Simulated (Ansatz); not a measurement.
The elements of this relaxed trial crystal are hidden behind letters.

```
lattice vectors (Å)
   3.1711    0.0000    0.0000
   0.0000    3.1711    0.0000
   0.0000    0.0000    8.8744
fractional positions
X 0.0000 0.0000 0.7499
X 0.5000 0.5000 0.0000
X 0.0000 0.0000 0.2501
Z 0.5000 0.5000 0.5000
Q 0.0000 0.0000 0.0000
Q 0.5000 0.5000 0.2726
Q 0.0000 0.0000 0.5000
Q 0.5000 0.5000 0.7274
```

Method: DFT PBE, scalar-relativistic, plane waves, PAW in Ansatz 0.2.0. Settings of the last relaxation (8-atom cell): 420 eV, 12×12×4 k points, Gaussian smearing of 0.10 eV, no spin polarisation.

```
Space group                                : P4/mmm (No. 123)
Conventional cell                          : a = 3.171 Å, c = 8.874 Å
Volume per atom                            : 11.15 Å³
Density                                    : 11.51 g/cm³
Energy over the elements                   : −1.43 eV/atom
Gap on the 12×12×4 mesh of the 8-atom cell : 0 eV (a metal)
```

Energies are uncorrected and count from the elements' standard states at the same level.

**Question.** X is a d-block element of period 6, Z is a p-block element of period 3 and Q is a p-block element of period 2. Which elements are they?

**Answer.** X = Hf, Z = Al, Q = N, so the formula is Hf3AlN4. Density times volume gives a mean mass of 11.51 × 11.15/1.6605 = 77.3 u per atom, and this set has 77.3 u. Around Hf on a site of symmetry 4mm lie 6 N at 2.22–2.25 Å, 4 Al at 3.15 Å and 8 Hf at 3.15–3.17 Å; around Al lie 2 N at 2.02 Å, 4 N at 2.24 Å, 8 Hf at 3.15 Å and 4 Al at 3.17 Å; N on a site of symmetry 4/mmm has 6 Hf at 2.22–2.24 Å; 3 more sites not described. Other sets within the hints have nearly the same mass, so mass alone doesn't settle it; this one was computed.

These runs have no spin–orbit coupling, which can matter for Hf. A structure relaxed within its symmetry needn't be a true minimum.
